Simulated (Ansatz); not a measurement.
Space group P-3m1 (No. 164). a = 3.024 Å, b = 3.024 Å, c = 7.764 Å, α = 90.00°, β = 90.00°, γ = 120.00°
```csv
atom,site,symmetry,x,y,z
Na,1b,-3m.,0.0000,0.0000,0.5000
Fe,2d,3m.,0.3333,0.6667,0.1619
O,2d,3m.,0.3333,0.6667,0.7045
O,1a,-3m.,0.0000,0.0000,0.0000
```

Equation of state of this NaFe$_{2}$O$_{3}$ structure (not necessarily the ground state), with shape and atoms relaxed at each volume where symmetry leaves them free. It has no gap at any of these volumes. These are results of Ansatz 0.2.0, DFT PBEsol, scalar-relativistic, plane waves, PAW, not measurements.

Plane waves to 420 eV, a k mesh through Γ of 12×12×6 on the computed 6-atom cell and Gaussian smearing (0.10 eV); collinear spin.

```json
{"V (Å³/atom)": "9.633", "E − E(largest V) (meV/atom)": "3.39", "P (GPa)": "9.17"}
{"V (Å³/atom)": "9.940", "E − E(largest V) (meV/atom)": "-9.71", "P (GPa)": "4.29"}
{"V (Å³/atom)": "10.247", "E − E(largest V) (meV/atom)": "-13.92", "P (GPa)": "0.00"}
{"V (Å³/atom)": "10.555", "E − E(largest V) (meV/atom)": "-10.29", "P (GPa)": "-3.74"}
{"V (Å³/atom)": "10.862", "E − E(largest V) (meV/atom)": "0.00", "P (GPa)": "-6.94"}
```

**Question.** Fit a third-order Birch–Murnaghan equation to E(V).

**Answer.** V0 = 10.25 Å³/atom, B0 = 134 GPa, B0' = 3.7.

The state reached may not be the lowest one. The program reads another magnetic order as possibly lower. Moments started parallel, and an antiferromagnetic order may lie lower.

Cost: 5 runs of about 10 core-minutes in all, on Arm Neoverse V2 (shared hosts).